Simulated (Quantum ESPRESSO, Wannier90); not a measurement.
Wannier functions of ZnS (zinc blende)

```
CELL_PARAMETERS angstrom
      0.00000     2.69368     2.69368
      2.69368     0.00000     2.69368
      2.69368     2.69368     0.00000
ATOMIC_POSITIONS crystal
  Zn 0.00000 0.00000 0.00000
  S  0.75000 0.75000 0.75000
```

Cell from Materials Project (mp-10695), symmetrised, no further relaxation. COD (Crystallography Open Database) has the formula in 4 space groups, this one among them (matched by group alone). Level: PBEsol, no spin polarisation, no spin-orbit coupling; pw.x of Quantum ESPRESSO at 68 Ry with PseudoDojo potentials, 8×8×8 k-points, Wannier90. Density: 10×10×10 mesh, cold smearing 0.01 Ry.

Functional, cutoff and mesh named above are those of the base row (68); the first column says what each row takes instead. Model: 9 functions from bands 5-13, start SCDM (isolated) (the valence bands). Energies are relative to the valence-band maximum; the misfit is to pw.x on a path, for all bands of the set. Only the plane-wave cutoff changes (density cutoff four times as high). Ω_total can sit in another minimum from row to row; Ω_I of an isolated set cannot.

| ecutwfc (Ry) | Ω_I (Å²) | Ω_total (Å²) | rms misfit (meV) | gap (eV) | ΔE to highest cutoff (meV/atom) | plane waves a k-point, about (cost) |
|---|---|---|---|---|---|---|
| 68 | 7.00 | 7.76 | 3.8 | 2.013 | 48.0 | 2500 |
| 84 | 7.00 | 7.76 | 3.7 | 2.015 | [?] | 3400 |
| 105 | 7.00 | 7.76 | 3.7 | 2.015 | 0.0 | 4800 |

Question: Complete the blanks.

Answer: 
- 84, ΔE to highest cutoff (meV/atom): 0.1
